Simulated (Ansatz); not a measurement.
HfO$_{2}$ (tetragonal-ZrO2 type, space group P4_2/nmc)

```
CELL_PARAMETERS angstrom
      3.56753     0.00000     0.00000
      0.00000     3.56753     0.00000
      0.00000     0.00000     5.16669
ATOMIC_POSITIONS crystal
  Hf 0.00000 0.00000 0.00000
  Hf 0.50000 0.50000 0.50000
  O  0.00000 0.50000 0.20010
  O  0.00000 0.50000 0.70010
  O  0.50000 0.00000 0.29990
  O  0.50000 0.00000 0.79990
```

In this cell atom 5 (O, nearest neighbour Hf at 2.062 Å; its periodic images, 3.6 Å or more away, move with it) is moved by s along Cartesian x, unit vector (1.000, 0.000, 0.000); all other atoms and the cell stay fixed.

All values below come from PBEsol (plane waves to 420 eV, PAW, scalar-relativistic; Ansatz, a program for electronic structure). k mesh 8×8×5 (Γ-centred), Fermi-Dirac smearing 0.05 eV. Energies are smeared free energies. HfO2 is run without spin polarisation. HfO2 was relaxed with its symmetry unable to fall. Spin-orbit coupling is left out, though Hf is heavy. The PAW data are Ansatz's earlier set. This is a high-temperature form of HfO2. The zero of ΔE is the undisplaced structure.

**Question.** Predict the ΔE (meV/cell) at s (Å) = -0.210, -0.168, -0.126, -0.084, 0.126, 0.168.

**Answer.** 
```json
[
 {"s (Å)": "-0.210", "ΔE (meV/cell)": "134.5"},
 {"s (Å)": "-0.168", "ΔE (meV/cell)": "85.1"},
 {"s (Å)": "-0.126", "ΔE (meV/cell)": "47.4"},
 {"s (Å)": "-0.084", "ΔE (meV/cell)": "21.0"},
 {"s (Å)": "0.126", "ΔE (meV/cell)": "47.4"},
 {"s (Å)": "0.168", "ΔE (meV/cell)": "85.1"}
]
```

(A displaced cell: forces are minus the slopes of the energy, force constants its curvatures, and phonons follow from these.)
